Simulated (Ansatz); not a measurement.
AlGaP₂:
```
AlGaP2
1.0
    3.85974     0.00000     0.00000
    0.00000     3.85974     0.00000
    0.00000     0.00000     5.45068
Al Ga P
1 1 2
Direct
  0.50000   0.50000   0.50000
  0.00000   0.00000   0.00000
  0.00000   0.50000   0.24971
  0.50000   0.00000   0.75029
```

DFT-PBEsol in the program Ansatz with PAW potentials gives a gap of 1.46 eV without spin–orbit coupling, maximum at Γ, minimum on the M–Γ line, 7 % of the way from M.

Q: What happens when spin–orbit coupling is switched on?

A: The gap drops by 0.02 eV, to 1.44 eV; maximum at Γ, minimum on the M–Γ line, 7 % of the way from M.

Space group P-4m2. The workflow started from a Materials Project entry (that database holds measured and hypothetical structures alike); the Crystallography Open Database copy checked does not list it. With Al and Ga taken as one species the cell has the higher symmetry F-43m, so it may be an ordered model of a mixed-site phase. Whether it is the stable phase at ambient conditions was not checked. Symmetry was held in the PBEsol relaxation; its stability against distortions is not shown here.

Potentials: the later of the program's two PAW sets.
